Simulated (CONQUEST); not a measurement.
A self-consistent single point of Zn3CdS4 (P-42m, 8 atoms in the cell; from Materials Project mp-981379, changed as shown) with CONQUEST.

Method: CONQUEST with PBEsol, numerical atomic orbitals double-zeta with polarisation (the shipped basis), PseudoDojo norm-conserving potentials made for PBEsol.

The change in words: lattice vector b scaled by 0.98. Reference geometry (P-43m):
```xyz
8
Lattice="5.5534 0.0000 0.0000 0.0000 5.5534 0.0000 0.0000 0.0000 5.5534" Properties=species:S:1:pos:R:3 pbc="T T T"
Zn     0.0000     2.7767     2.7767
Zn     2.7767     0.0000     2.7767
Zn     2.7767     2.7767     0.0000
Cd     0.0000     0.0000     0.0000
S      1.4588     1.4588     1.4588
S      1.4588     4.0947     4.0947
S      4.0947     4.0947     1.4588
S      4.0947     1.4588     4.0947
```

Reference input (self-consistent single point, DFT, PBEsol, numerical atomic orbitals double-zeta with polarisation (the shipped basis), PseudoDojo norm-conserving potentials made for PBEsol): basis = DZP; Diag.MPMeshX, Y, Z = 5 5 5; potentials = PseudoDojo norm-conserving PBEsol; Grid.GridCutoff = 175 Ha; DM.SolutionMethod = diagon; Diag.kT = 0.0001 Ha; Diag.GammaCentred = true; minE.SCTolerance = 1.0e-06; SC.MaxIters = 100; SC.LinearMixingFactor = 0.5; AtomMove.TypeOfRun = static. This run's input differs from it in these lines:

```diff
@@ -32,13 +32,13 @@
      5.553445000      0.000000000      0.000000000
-     0.000000000      5.553445000      0.000000000
+     0.000000000      5.442376000      0.000000000
      0.000000000      0.000000000      5.553445000
 8
-    0.000000000     2.776722500     2.776722500  1 T T T
+    0.000000000     2.721188000     2.776722500  1 T T T
     2.776722500     0.000000000     2.776722500  1 T T T
-    2.776722500     2.776722500     0.000000000  1 T T T
+    2.776722500     2.721188000     0.000000000  1 T T T
     0.000000000     0.000000000     0.000000000  2 T T T
-    1.458778933     1.458778933     1.458778933  3 T T T
-    1.458778933     4.094666067     4.094666067  3 T T T
-    4.094666067     4.094666067     1.458778933  3 T T T
-    4.094666067     1.458778933     4.094666067  3 T T T
+    1.458778933     1.429603328     1.458778933  3 T T T
+    1.458778933     4.012772672     4.094666067  3 T T T
+    4.094666067     4.012772672     1.458778933  3 T T T
+    4.094666067     1.429603328     4.094666067  3 T T T
```

Log, with long lists cut:

```
    PulayMixSC: Starting Pulay mixing, A_up =  0.500 A_dn =  0.500
    PulayMixSC: Spin non-polarised calculation.
          Harris-Foulkes Energy            :      -846.228970386441347 Ha
    PulayMixSC: Pulay iteration     1 residual:              0.14902E-02
          Harris-Foulkes Energy            :      -846.160932852066026 Ha
    PulayMixSC: Pulay iteration     2 residual:              0.62325E-03
          Harris-Foulkes Energy            :      -846.157877908376008 Ha
    PulayMixSC: Pulay iteration     3 residual:              0.28738E-03
          Harris-Foulkes Energy            :      -846.157682977405784 Ha
    PulayMixSC: Pulay iteration     4 residual:              0.37783E-04
          Harris-Foulkes Energy            :      -846.157604224035140 Ha
    PulayMixSC: Pulay iteration     5 residual:              0.81106E-05
          Harris-Foulkes Energy            :      -846.157602254209451 Ha
    PulayMixSC: Pulay iteration     6 residual:              0.22001E-05
          Harris-Foulkes Energy            :      -846.157602193048660 Ha
    PulayMixSC: Pulay iteration     7 residual:              0.44026E-06
    PulayMixSC: Reached SCF tolerance of  0.44026E-06 after      7 iterations
      | Number of electrons      =       104.000074
      |* Harris-Foulkes energy   =      -846.157602193048660 Ha
      |* DFT total energy        =      -846.157602168822450 Ha

    force: Forces on atoms (Ha/A )
    force:  Atom   X              Y              Z
    force:     1  -0.0000000000   0.0000000000  -0.0000000000
    force:     2  -0.0000000000   0.0000000000  -0.0000000000
    force:     3  -0.0000000000  -0.0000000000  -0.0000000000
    force:     4  -0.0000000000   0.0000000000   0.0000000000
    force:     5  -0.0022838402  -0.0015036850  -0.0022838402
    force:     6  -0.0022838402   0.0015036850   0.0022838402
    force:     7   0.0022838402   0.0015036850  -0.0022838402
    force:     8   0.0022838402  -0.0015036850   0.0022838402

   [... lines left out ...]
    force: Maximum force :        0.00228384(Ha/A ) on atom         5 in z direction
   [... lines left out ...]
    force: Force Residual:        0.00251922 Ha/A
    force: Total stress:         -0.07470264     0.00000000     0.00000000 GPa
                             0.00000000    -0.69689451    -0.00000000
                             0.00000000    -0.00000000    -0.07470264
    force: Average pressure:      0.28209993 GPa

    get_E_and_F: Change in energy during last step of electronic optimisation:  0.61161E-07
```

The run converged in 7 iterations. CONQUEST prints the stress tensor with tension positive. Against the reference run the free energy is nearly the same (within 1 meV/atom) and the pressure goes from -1.14 to 0.28 GPa.

The program uses no crystal symmetry, so grid and mesh can part values that symmetry would make equal. The atom-centred basis is finite, which shifts total energies and pressures against plane waves. The structure comes from a collection of computed structures, made at another level of theory; the collection holds predicted forms beside known ones. Its lattice was then scaled.

Cost on one core: about 50 core-seconds (a rough figure).
